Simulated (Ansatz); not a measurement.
An elastic tensor (GPa, Voigt order, standard axes) from PBEsol in the plane-wave PAW code Ansatz:

```
555  123  123  0.0  0.0  0.0
123  555  123  0.0  0.0  0.0
123  123  555  0.0  0.0  0.0
0.0  0.0  0.0  173  0.0  0.0
0.0  0.0  0.0  0.0  173  0.0
0.0  0.0  0.0  0.0  0.0  173
```

Question: Which of these materials gives this?
A) LaSb, rock salt
B) ScC, rock salt
C) Cu3N, Pm-3m (N on 1a, Cu on 3d)
D) TiC, rock salt

Answer: D, TiC, rock salt

Space group Fm-3m (rock salt). The PBEsol relaxation kept the symmetry of its start; of distortions, only those at the zone centre were tested. The run is not spin-polarised. As this level gives no gap, shear constants depend on the k-mesh and smearing (Fermi–Dirac, 0.1 eV here).

Potentials: the later of the program's two PAW sets.
